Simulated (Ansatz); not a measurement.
TaSb3O8 in space group Pc (No. 7; Pearson symbol mP24), plane-wave PAW PBE (Ansatz code), all energies at zero smearing, with the estimated change up to a 700 eV cutoff added, with one set of potentials and settings (totals compare only within such a set). Cell of 24 atoms (2 Ta, 6 Sb, 16 O): -67853.415 eV.

```tsv
element	reference phase	E (eV/atom)
Ta	Im-3m, 1 atoms in the cell	-9932.2522
Sb	R-3m, 2 atoms in the cell	-6484.4916
O	C2/m, 4 atoms in the cell, spin-polarised	-565.0000
```

Formation energy per atom, worked out: (-67853.415 − 2×(-9932.2522) − 6×(-6484.4916) − 16×(-565.0000))/24 = -1.748 eV/atom (-169 kJ per mol of atoms), at 0 K, without zero-point energy or fitted corrections.

The first step of the workflow began from a Materials Project structure, measured or hypothetical; the Crystallography Open Database copy checked does not list it. With Ta and Sb taken as one species the cell has the higher symmetry Pna2_1, so it may be an ordered model of a mixed-site phase. Whether it is the stable phase at ambient conditions was not checked. The PBE relaxation kept the symmetry of its start; its stability against distortions is not shown here. The run is not spin-polarised. The references are the lowest solids computed at this level, not always the standard phases (solids in place of the gases). Scalar-relativistic: spin–orbit coupling is off unless named, which matters more the heavier the elements.

Potentials: the later of the program's two PAW sets.
